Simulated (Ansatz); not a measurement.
GaN:
```
CELL_PARAMETERS angstrom
      2.96716     0.00000     0.00000
     -1.48358     2.56963     0.00000
      0.00000     0.00000     5.03272
ATOMIC_POSITIONS crystal
  Ga 0.00000 0.00000 0.00000
  Ga 0.00000 0.00000 0.50000
  N  0.33333 0.66667 0.25000
  N  0.66667 0.33333 0.75000
```

Plane-wave PAW r²SCAN (Ansatz code) gives a gap of 1.90 eV without spin–orbit coupling, maximum on the Γ–M line, 30 % of the way from Γ, minimum at K.

Task: What happens when spin–orbit coupling is switched on?

Result: The gap hardly moves, to 1.90 eV; maximum on the Γ–M line, 30 % of the way from Γ, minimum at K.

Task: Give the electron effective mass with spin–orbit coupling.

Result: 0.23, 0.35, 0.35 mₑ (principal values).

Task: Give the hole effective mass with spin–orbit coupling.

Result: 0.24, 1.8, 2.8 mₑ (principal values).

Space group P6_3/mmc (NiAs type). The start of the workflow was typed in or built on a structure type; the Crystallography Open Database copy checked does not list it. It is not the phase usual at ambient conditions (space group No. 186, 216). Symmetry was held in the r²SCAN relaxation; its stability against distortions is not shown here.

Potentials: the later of the program's two PAW sets.
